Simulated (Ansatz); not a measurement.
YCu2Ge2:
```xyz
5
Lattice="-2.0174 2.0174 5.1247 2.0174 -2.0174 5.1247 2.0174 2.0174 -5.1247" Properties=species:S:1:pos:R:3 pbc="T T T"
Y      0.0000     0.0000     0.0000
Cu     0.0000     2.0174     2.5623
Cu     2.0174     0.0000     2.5623
Ge     0.0000     0.0000     6.3506
Ge     0.0000     0.0000     3.8988
```

Relaxed with r²SCAN. Special points in fractions of this cell's reciprocal vectors: Γ (0.000, 0.000, 0.000); X (0.000, 0.000, 0.500); P (0.250, 0.250, 0.250); N (0.000, 0.500, 0.000); M (0.500, 0.500, -0.500); S (0.289, 0.711, -0.289); S0 (-0.289, 0.289, 0.289); R (-0.077, 0.077, 0.500); G (0.500, 0.500, -0.077).

**Question.** List the band energies nearest the Fermi level at these points for DFT-r²SCAN in the program Ansatz with PAW potentials.

**Answer.** In eV from the Fermi level; about four levels below and three above (degenerate sets whole), none deeper than 8.9 eV; points with the same levels are listed once.

| k | below | above |
|---|---|---|
| Γ | -2.70 -1.86 -1.86 -0.57 | 0.72 0.72 2.73 |
| X | -2.80 -2.36 -2.31 -2.19 | 1.82 3.02 3.53 |
| P | -2.64 -2.64 -2.21 -2.21 | 0.91 4.10 4.10 |
| N | -3.52 -3.51 -3.38 -2.83 -1.28 | 0.03 0.42 1.55 |
| M | -1.92 -1.92 -0.69 -0.35 | 1.67 1.67 2.07 |
| S | -3.45 -1.56 -1.36 -1.34 | 1.46 1.84 2.48 |
| R | -2.57 -2.30 -2.11 -1.98 | 1.68 2.93 3.28 |

Space group I4/mmm. The first step of the workflow began from a Materials Project structure, measured or hypothetical; the Crystallography Open Database copy checked does not list it. Whether it is the stable phase at ambient conditions was not checked. Symmetry was held in the r²SCAN relaxation; its stability against distortions is not shown here. No spin polarisation was allowed. Spin–orbit coupling is left out wherever it is not named.

Potentials: the earlier of the program's two PAW sets.
